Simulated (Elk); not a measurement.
Two Elk runs on TlSn. Level of theory: Elk 11.2.3 with local patches, DFT, LDA (Perdew-Zunger), all-electron APW+lo, Dirac cores, scalar-relativistic bands with second-variational spin-orbit coupling.

Command: `OMP_NUM_THREADS=1 elk`

```
tasks
  0
  110
  115

xctype
  2

rgkmax
  6.5

gmaxvr
  16

lmaxapw
  12

lmaxo
  8

lmaxi
  4

nrmtscf
  1.5

nempty
  12

epspot
  1e-05

epsengy
  1e-05

maxscl
  60

swidth
  0.002

stype
  3

lradstp
  4

mixtype
  3

hmaxvr
  6

nxlo
  2

tforce
  .true.

spinorb
  .true.

sppath
  './'

avec
  6.78500345150 0.00000000000 0.00000000000
  0.00000000000 6.78500345150 0.00000000000
  0.00000000000 0.00000000000 8.21206319854

atoms
  2
  'Tl.in'
  1
  0.000000000000 0.000000000000 0.000000000000   0.000 0.000 0.000
  'Sn.in'
  1
  0.500000000000 0.500000000000 0.500000000000   0.000 0.000 0.000

ngridk
  9 9 8
```

Muffin-tin radii in the species files: Sn 2.08, Tl 2.24 bohr.

This run refused before any iteration.

A second input differs as follows:

```diff
@@ -35,5 +35,5 @@
 
 maxscl
-  60
+  80
 
 swidth
@@ -71,5 +71,5 @@
 atoms
   2
-  'Tl.in'
+  'tl_paw.in'
   1
   0.000000000000 0.000000000000 0.000000000000   0.000 0.000 0.000
```

Problem. What is wrong with it, and what happens?

Solution. The fault: missing species file. The run refused before any iteration.
```
Error(readspecies): error opening species file ./tl_paw.in
```
